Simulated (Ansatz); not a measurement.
An Ansatz (a quantum-chemistry and plane-wave program) run. Input:

Ansatz 0.2 input:
```yaml
crystal:
  lattice:
    - [4.0348799675, 0.0, 0.0]
    - [-2.0174399838, 3.4943085531, 0.0]
    - [0.0, 0.0, 5.2030987657]
  atoms:
    - { symbol: Ba, position: [0.0, 0.0, 0.0] }
    - { symbol: Si, position: [0.6666666667, 0.3333333333, 0.5597692131] }
    - { symbol: Si, position: [0.3333333333, 0.6666666667, 0.4402307869] }
kpoints:
  mp_grid: { grid: [12, 12, 8] }
basis: { xc_grid: 2 }
hamiltonian:
  xc: pbesol
  pseudopotentials: { kind: paw }
scf:
  occupations: { method: gaussian, width: 0.05 }
checkpoint: { read: metal.run }
output: { bader: true, populations: true }
```

Output (shortened):

```
Pseudopotentials: kind: paw
Pseudopotential: Ba, paw, valence charge 10
Pseudopotential: Si, paw, valence charge 4
Functional definition: PBEsol
Crystal: 3 atoms, lattice volume = 73.359 Å³
Basis set: ecut = 420 eV, 1409 PW (Γ), exchange–correlation on 54×54×72 points (8 copies of the dense FFT grid, shifted against one another)
Bands: 17, of which v1, the nominal top of the filled ones, is band 9 counted from 1 (8 counted from 0)
Symmetry: 12 space group operations
Space group: P-3m1 (ITA 164), of the structure as read, at distance tolerance 4.2e-5 Å
k-points: 131 of 1152
PAW frozen core: Ba, regenerated for the run's functional, and the local potential with it
PAW frozen core: Si, regenerated for the run's functional, and the local potential with it
Initial density: read from a saved state, or passed on in memory by an earlier SCF of this step, an earlier step, the calling program or the single point that …
Stability of the state it starts from, as read at its close in the unpolarized treatment …
Initial wavefunctions: pseudopotential atomic-orbital guess
Eigensolver: davidson
Functional: x = pbesol(κ = 0.804, μ = 0.12345679012345678), c = pbesol(β = 0.046)
iter 1 solved again at ethr=4.76e-7 eV; its pass at ethr=3.10e-3 eV (dr2=8.56e-5 eV) is discarded
SCF iter   1: F=—  HF=-7106.899605 eV  |F-HF|=—  |Δ(HF+E_count)|=         —  Δρ=4.09e-7  dr2=1.12e-10  ethr=4.76e-7  ⟨swp⟩=3.0  Hψ=22748  notcnv=0
all-band conjugate gradients solve this SCF's bands
preconditioner: auto → none
SCF iter   2: F=-7106.899605 eV  HF=-7106.899605 eV  |F-HF|=3.18e-11  |Δ(HF+E_count)|=   3.31e-8  Δρ=3.62e-7  dr2=7.98e-11  ethr=1.00e-12  ⟨swp⟩=7.3  Hψ=11611  notcnv=0
SCF 1 converged in 2 iterations: F = -7106.899605 eV  dr2 = 7.98e-11
SCF converged after 2 iterations
Free energy (F): -7106.899605 eV
Harris-Foulkes:  -7106.899605 eV  (|F-HF|=3.18e-11)
Internal energy: -7106.898226 eV  (E = F + TS)
E sigma→0 (E₀):  -7106.898916 eV
Entropy (-TS):   -0.001380 eV (-0.460 meV/atom)
Fermi energy:    9.051564 eV
--- Per-component energies (eV) ---
  E_band       = -14.268612
  E_kinetic    = 250.547023
  E_local      = -277.666348  (includes V_loc(G=0)·N_el)
  E_nonlocal   = 110.178721
  E_hartree    = 87.612584
  E_xc         = -277.393299
  E_vxc        = -230.897495  (∫ρ·V_xc dr)
  E_paw        = -6138.131749  (= ΣΔE_a)
  E_vpaw       = -41.655712  (= ΣTr[D̂ρ^β])
  E_aug_tail   = 0.000011  (compensation charges beyond the density's cutoff)
  E_ewald      = -862.259723
  E_core_change = 0.214554  (= ΣΔE_core)
  E_smearing   = -0.001380  (= −TS)
  E_closure    =  0.000000  (closes the sum)
  Σ components = -7106.899605   (vs F -7106.899605, Δ=0.00e0)
  [band-id]    e_kinetic+e_local+e_nonlocal+2·e_hartree+e_vxc+e_vpaw+e_augmentation_tail = -14.268633   (vs E_band -14.268612, Δ=-2.17e-5)
--- Band table (eV; the first three rows and the last of 131) ---
  k-point 0: bands = ["-18.5363", "-4.0848", "-3.3617", "-3.3617", "-2.0169", "6.3250", "7.1512", "7.1512", "7.9968", "9.2804", "10.9973", "10.9973", "12.6070", "12.6070", "12.8402", "13.2442", "13.2442"]
  k-point 1: bands = ["-18.5356", "-4.2006", "-3.3602", "-3.3602", "-1.8220", "5.9352", "7.1797", "7.1797", "8.3567", "9.3227", "10.7413", "10.7413", "12.3611", "12.3611", "12.7660", "13.6148", "13.6148"]
  k-point 2: bands = ["-18.5339", "-4.4270", "-3.3566", "-3.3566", "-1.3881", "5.2399", "7.2530", "7.2530", "8.9834", "9.4801", "10.3055", "10.3055", "11.8691", "11.8691", "12.3529", "14.5352", "14.5352"]
  k-point 130: bands = ["-18.4127", "-4.0799", "-4.0799", "-3.9248", "0.8206", "0.8206", "4.9859", "7.7464", "7.7464", "11.0787", "12.4364", "12.4364", "13.2503", "13.2503", "14.0209", "14.0209", "14.0224"]
  band table: 17 of 17 bands, residual norms ≤ 1.0e-3 eV
--- Löwdin populations: 3 sites ---
  site symbol       q [e]
     0     Ba      8.3201
     1     Si      4.5618
     2     Si      4.5618
  spilling = 0.030905 (of n_electrons = 18.000000)
--- Bader charges: 3 sites ---
  site symbol  charge [e]  shift [e]
     0     Ba      1.0182     0.0000
     1     Si     -0.5091     0.0000
     2     Si     -0.5091     0.0000
  shift: an alarm, by how much a part of what the PAW files miss would move the charge. Where it is large, compare
  with a run on PAW files of another source; a small one proves nothing
  estimated error of the sums over rays = 5.7e-4 e
```

Cost: very roughly 50 core-seconds on shared cores.

The first step of the workflow began from a Materials Project structure, measured or hypothetical; the Crystallography Open Database copy checked does not list it. COD files the formula under space group No. 62, 191, so this cell is another polymorph or a model. Its standing as an ambient phase is unchecked. Symmetry was held in the PBEsol relaxation; whether a distortion lowers the energy is not shown. Spin–orbit coupling is left out wherever it is not named.

Potentials: the later of the program's two PAW sets.

Ansatz is a plane-wave DFT program.
